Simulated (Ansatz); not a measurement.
Relaxed-ion elastic tensor of HfO₂ in space group P4_2/nmc (No. 137; Hf on 2a, O on 4d) in GPa (Voigt order), PBEsol in the plane-wave PAW code Ansatz; density 10.63 g/cm³, 10.96 Å³ per atom.

```
 387   240  73.3   0.0   0.0   0.0
 240   387  73.3   0.0   0.0   0.0
73.3  73.3   321   0.0   0.0   0.0
 0.0   0.0   0.0  24.0   0.0   0.0
 0.0   0.0   0.0   0.0  24.0   0.0
 0.0   0.0   0.0   0.0   0.0   179
```

Task: Is the crystal mechanically stable?

Result: Yes: the smallest eigenvalue of C is 24.0 GPa.

Task: Work out the Voigt, Reuss and Hill averages.

Result: K_V = 208, K_R = 195, K_H = 201; G_V = 92.7, G_R = 45.8, G_H = 69.2 GPa.

Task: Give Young's modulus, Poisson's ratio, Pugh's ratio and the universal anisotropy index.

Result: E = 9KG/(3K + G) = 186 GPa; ν = 0.35; K/G = 2.91 (ductile by the Pugh limit of 1.75); A_U = 5G_V/G_R + K_V/K_R − 6 = 5.18.

Task: Estimate the sound speeds and the Debye temperature.

Result: v_l = √((K + 4G/3)/ρ) = 5260 m/s, v_t = √(G/ρ) = 2550 m/s, mean 2870 m/s; Θ = (h/k)(3n/4πV)^(1/3) v_m = 384 K.

Task: How much does each axis shrink under pressure?

Result: Linear compressibilities β_i = Σ_j S_ij (j = 1 to 3): x 1.3, y 1.3, z 2.5 per TPa.

This is a known high-temperature phase of the composition, computed here at zero pressure and temperature. The PBEsol relaxation kept the symmetry of its start; its stability against distortions is not shown here. The run is not spin-polarised. Spin–orbit coupling is left out wherever it is not named.

Potentials: the earlier of the program's two PAW sets. The files were generated under PBE; for other functionals the program regenerates the frozen cores, and for LDA and PBEsol the local potential too.
